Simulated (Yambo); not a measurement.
G0W0@PBEsol for Ba₂RuH₆ (space group Fm-3m, No. 225) in Yambo (2×2×2 mesh, 7 Ry block, plasmon pole, screening fixed), without a terminator:

```csv
bands N in G,gap Γ → X (eV),shift of the valence edge (eV)
69,2.556,0.460
120,2.609,0.114
186,2.672,-0.100
```

**Question.** Extrapolate both columns to infinite N with E(N) = E∞ + A/N, test the form, and compare with the terminator.

**Answer.** From two points, E∞ = (N2 E2 − N1 E1)/(N2 − N1). The two largest N give 2.79 eV for the gap and -0.49 eV for the shift; the two smallest give 2.68 eV and -0.35 eV. For the gap the slopes A are -8.6 and -21 eV: the form isn't reached, and its limit is uncertain. For the shift the slopes A are 56 and 72 eV: the form isn't reached, and its limit is uncertain. With the Bruneval-Gonze terminator and 186 bands the run gives 2.72 eV and -0.27 eV, 0.07 eV and 0.21 eV from the extrapolated values: the terminator too is an estimate of the remainder. Block, mesh and the bands in W are held fixed.

Spin-orbit coupling is not included.

Geometry of the Materials Project entry, not relaxed at this level; primitive cell a = b = c = 5.704 Å, α = β = γ = 60.00°.

The structure is a Materials Project entry; no match was found in the copy of COD used, and its stability was not checked.

A shift is the quasiparticle energy of the state minus its PBEsol energy.
